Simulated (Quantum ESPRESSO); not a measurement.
**Kohn-Sham bands of GaSb (zinc blende)**

```
CELL_PARAMETERS angstrom
      0.00000     3.06860     3.06860
      3.06860     0.00000     3.06860
      3.06860     3.06860     0.00000
ATOMIC_POSITIONS crystal
  Ga 0.00000 0.00000 0.00000
  Sb 0.25000 0.25000 0.25000
```

Structure: Materials Project mp-1156, symmetrised, not relaxed again. COD (Crystallography Open Database) has an entry of this formula and space group (matched by these alone). Method: PBE plane waves in Quantum ESPRESSO 7.5 (PseudoDojo norm-conserving files, 64 Ry, no spin polarisation, no spin-orbit coupling), Bloch states on a 10×10×10 mesh through Γ, Wannier90 4.0.1. Density: 10×10×10 mesh, Gaussian smearing 0.01 Ry. Spin-orbit coupling is left out although heavy elements are present.

Energies are relative to the Fermi level; weights are on the orthonormalised atomic waves of the pseudopotential files, averaged over the group. 28 electrons a cell are treated as valence.

### Question
Into which isolated groups do the bands fall, where do they lie and what are they made of?

### Answer
| bands | from (eV) | to (eV) | filling | weight on atomic waves |
|---|---|---|---|---|
| 1–5 | -28.90 | -28.87 | filled | Sb 4d 100 % |
| 6–10 | -15.14 | -15.04 | filled | Ga 3d 100 % |
| 11 | -11.48 | -9.04 | filled | Sb 5s 57 %, Ga 4p 22 %, Ga 4s 15 % |

No gap over 0.05 eV opens at the Fermi level at this level of theory; semilocal functionals close the gap of some real semiconductors.
